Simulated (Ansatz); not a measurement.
Here is the system:

Hf$_{2}$Si:
```yaml
crystal:
  lattice:
    - [4.74176, 0.00000, 0.00000]
    - [-2.37088, 4.10649, 0.00000]
    - [0.00000, 0.00000, 5.69497]
  atoms:
    - { symbol: Si, position: [0.33333, 0.66667, 0.25000] }
    - { symbol: Si, position: [0.66667, 0.33333, 0.75000] }
    - { symbol: Hf, position: [0.00000, 0.00000, 0.00000] }
    - { symbol: Hf, position: [0.00000, 0.00000, 0.50000] }
    - { symbol: Hf, position: [0.33333, 0.66667, 0.75000] }
    - { symbol: Hf, position: [0.66667, 0.33333, 0.25000] }
```

This is the PBE-relaxed structure.

All from PBE in the plane-wave PAW code Ansatz, unless another level is named. Predict the electronic character.

metallic (no gap).

And the density of states at the Fermi level?

0.29 states/eV per atom (mean over ±0.08 eV).

And the formation energy from the elements (no fitted shifts)?

-0.46 eV/atom.

Space group P6_3/mmc. The cell is a constructed one: a structure type filled with these elements; neither database checked (COD, Materials Project) lists it. Its standing as an ambient phase is unchecked. The cell was relaxed with PBE under the symmetry of its start; its stability against distortions is not shown here. The run is not spin-polarised. The references are the lowest solids computed at this level, not always the standard phases. Spin–orbit coupling is left out wherever it is not named.

Potentials: the later of the program's two PAW sets.
